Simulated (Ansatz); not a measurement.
BP:
```yaml
crystal:
  lattice:
    - [3.27877, 0.00000, 0.00000]
    - [-1.63938, 2.83950, 0.00000]
    - [0.00000, 0.00000, 6.99525]
  atoms:
    - { symbol: B, position: [0.00000, 0.50000, 0.33333] }
    - { symbol: B, position: [0.50000, 0.50000, 0.66667] }
    - { symbol: B, position: [0.50000, 0.00000, 0.00000] }
    - { symbol: P, position: [0.00000, 0.50000, 0.83333] }
    - { symbol: P, position: [0.50000, 0.50000, 0.16667] }
    - { symbol: P, position: [0.50000, 0.00000, 0.50000] }
```

Relaxed with PBE. Special points in fractions of this cell's reciprocal vectors: Γ (0.000, 0.000, 0.000); M (0.500, 0.000, 0.000); K (0.333, 0.333, 0.000); A (0.000, 0.000, 0.500); L (0.500, 0.000, 0.500); H (0.333, 0.333, 0.500).

Problem. List the band energies nearest the Fermi level at these points for plane-wave PAW PBE (Ansatz code).

Solution. In eV from the Fermi level; about four levels below and three above (degenerate sets whole), none deeper than 8.9 eV; points with the same levels are listed once.

```csv
k,below,above
Γ,-1.27 -1.27 -0.93 0.00,2.36 2.36 3.04 3.04
M,-4.09 -3.31 -2.83 -2.55,0.04 0.66 1.01
K,-5.94 -5.94 -3.49 -2.56 -2.56,1.38 2.63 2.63
A,-1.36 -1.16 -1.16 -0.74,2.10 2.27 2.70
L,-4.00 -3.92 -3.30 -3.13,1.90 2.17 2.46
H,-5.93 -5.93 -3.26 -2.90,2.97 4.21 4.39 4.39
```

Space group P6_422. The start of the workflow was typed in or built on a structure type; neither database checked (COD, Materials Project) lists it. It is not the phase usual at ambient conditions (space group No. 216). The cell was relaxed with PBE under the symmetry of its start; whether a distortion lowers the energy is not shown. The Fermi level of a semimetal is unsure by some 0.05 eV on such meshes.

Potentials: the later of the program's two PAW sets.
